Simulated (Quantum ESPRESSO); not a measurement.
Space group Cm (No. 8); a = 8.707 Å, b = 8.448 Å, c = 6.128 Å, α = γ = 90.00°, β = 93.03°

```
atom  site  symmetry       x       y       z
----  ----  --------  ------  ------  ------
Ge      2a         m  0.3726  0.0000  0.1341
I       2a         m  0.4116  0.0000  0.5808
I       4b         1  0.1644  0.2444  0.0932
Cs      2a         m  0.4110  0.5000  0.5866
```
(The calculation used a cell of 5 atoms; values per cell refer to that cell.)

The geometry is that of Materials Project entry mp-28377, symmetrised and not relaxed again.

Problem. What does norm-conserving PBEsol (Quantum ESPRESSO, 78 Ry, scalar-relativistic) give for the electronic structure near the Fermi level?

Solution. The PBEsol gap is direct, 0.99 eV at L. Another conduction extremum on the path lies within 0.02 eV, too close to call. Spin-orbit coupling is left out, which matters for elements this heavy: edges can move by tenths of an eV.

The structure is a Materials Project entry; no match was found in the copy of COD used, and its stability was not checked.
